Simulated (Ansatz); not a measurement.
**Does relaxation matter for the field gradients of MgO with an Mg vacancy?**

Start: a supercell of MgO (rock salt type, Fm-3m) built from a measured structure from the Crystallography Open Database (COD) (the entry's cell lengths or inner coordinates differ somewhat from later room-temperature determinations), with all atoms left at the host's positions.

```
CELL_PARAMETERS angstrom
0.00000 6.32550 6.32550
6.32550 0.00000 6.32550
6.32550 6.32550 0.00000
ATOMIC_POSITIONS crystal
Mg 0.00000 0.00000 0.33333
Mg 0.00000 0.00000 0.66667
Mg 0.00000 0.33333 0.00000
Mg 0.00000 0.33333 0.33333
Mg 0.00000 0.33333 0.66667
Mg 0.00000 0.66667 0.00000
Mg 0.00000 0.66667 0.33333
Mg 0.00000 0.66667 0.66667
Mg 0.33333 0.00000 0.00000
Mg 0.33333 0.00000 0.33333
Mg 0.33333 0.00000 0.66667
Mg 0.33333 0.33333 0.00000
Mg 0.33333 0.33333 0.33333
Mg 0.33333 0.33333 0.66667
Mg 0.33333 0.66667 0.00000
Mg 0.33333 0.66667 0.33333
Mg 0.33333 0.66667 0.66667
Mg 0.66667 0.00000 0.00000
Mg 0.66667 0.00000 0.33333
Mg 0.66667 0.00000 0.66667
Mg 0.66667 0.33333 0.00000
Mg 0.66667 0.33333 0.33333
Mg 0.66667 0.33333 0.66667
Mg 0.66667 0.66667 0.00000
Mg 0.66667 0.66667 0.33333
Mg 0.66667 0.66667 0.66667
O 0.16667 0.16667 0.16667
O 0.16667 0.16667 0.50000
O 0.16667 0.16667 0.83333
O 0.16667 0.50000 0.16667
O 0.16667 0.50000 0.50000
O 0.16667 0.50000 0.83333
O 0.16667 0.83333 0.16667
O 0.16667 0.83333 0.50000
O 0.16667 0.83333 0.83333
O 0.50000 0.16667 0.16667
O 0.50000 0.16667 0.50000
O 0.50000 0.16667 0.83333
O 0.50000 0.50000 0.16667
O 0.50000 0.50000 0.50000
O 0.50000 0.50000 0.83333
O 0.50000 0.83333 0.16667
O 0.50000 0.83333 0.50000
O 0.50000 0.83333 0.83333
O 0.83333 0.16667 0.16667
O 0.83333 0.16667 0.50000
O 0.83333 0.16667 0.83333
O 0.83333 0.50000 0.16667
O 0.83333 0.50000 0.50000
O 0.83333 0.50000 0.83333
O 0.83333 0.83333 0.16667
O 0.83333 0.83333 0.50000
O 0.83333 0.83333 0.83333
```

Sites (sets of like atoms) are named by element and the number of their first atom in this list.

The numbers come from a DFT calculation in Ansatz (PBE, plane waves and PAW, scalar-relativistic, collinear spin, 420 eV cutoff, Γ-centred 3×3×3 k-points, Fermi–Dirac smearing 0.01 eV, cell charge -1). Start moments as typed (μB): 0 0 0 0 0 0 0 0 0 0 0 0 0 0 0 0 0 0 0 0 0 0 0 0 0 0 0 0 0.5 0 0 0 0.5 0 0.5 0 0 0 0 0 0 0 0 0 0.5 0 0.5 0 0 0 0.5 0 0 by atom.

The largest force at the start is 1.6 eV/Å. Relaxing the ions at fixed cell moves them by 0.110 Å at most (atom 29, O) and 0.048 Å rms.

```csv
site,atom,moved (Å),first shell before,first shell after,V_zz before (10²¹ V/m²),η before
Mg1,1,0.064,6 O at 2.11 Å,6 O at 2.07–2.15 Å,0.25,0.04
Mg4,4,0.006,6 O at 2.11 Å,6 O at 2.11 Å,-0.019,0.00
Mg14,14,0.012,6 O at 2.11 Å,6 O at 2.01–2.11 Å,-0.31,0.00
O27,27,0.002,6 Mg at 2.11 Å,6 Mg at 2.11 Å,-0.55,0.00
O29,29,0.110,5 Mg at 2.11 Å,5 Mg at 2.01–2.07 Å,1.77,0.00
O31,31,0.000,6 Mg at 2.11 Å,6 Mg at 2.11–2.15 Å,-0.18,0.36
```

**Question.** How do the gradients change?

**Answer.** 

```json
{"site": "Mg1", "atom": "1", "V_zz after": "-0.36", "η after": "0.14", "change of V_zz": "–"}
{"site": "Mg4", "atom": "4", "V_zz after": "0.020", "η after": "0.00", "change of V_zz": "+0.04"}
{"site": "Mg14", "atom": "14", "V_zz after": "-0.77", "η after": "0.00", "change of V_zz": "-0.46"}
{"site": "O27", "atom": "27", "V_zz after": "0.21", "η after": "0.00", "change of V_zz": "+0.76"}
{"site": "O29", "atom": "29", "V_zz after": "0.053", "η after": "0.00", "change of V_zz": "-1.71"}
{"site": "O31", "atom": "31", "V_zz after": "0.026", "η after": "0.14", "change of V_zz": "–"}
```

The largest change of V_zz along a kept axis is on O29, from 1.77 to 0.053. V_zz changes sign on O27 (same axis). On Mg1, O31 the largest principal value lies along another axis in the second run, so the two V_zz can't be compared directly. Sites without a gradient aren't listed.

The defect repeats with the cell of 53 atoms, so it feels its images: sites between two images don't show the values beside a lone defect, and zeros or small values of η there can come from the images' arrangement. A uniform background compensates the cell's charge. The defect cell has no gap above 0.1 eV on its mesh, so the values can hang on the smearing and the k-mesh.
Before: The neighbours have not yet relaxed around the defect (largest force 1.6 eV/Å), so a real crystal will differ.
After: The relaxation keeps the symmetry of the vacancy's site, so distortions that break it, Jahn–Teller ones too, aren't explored.
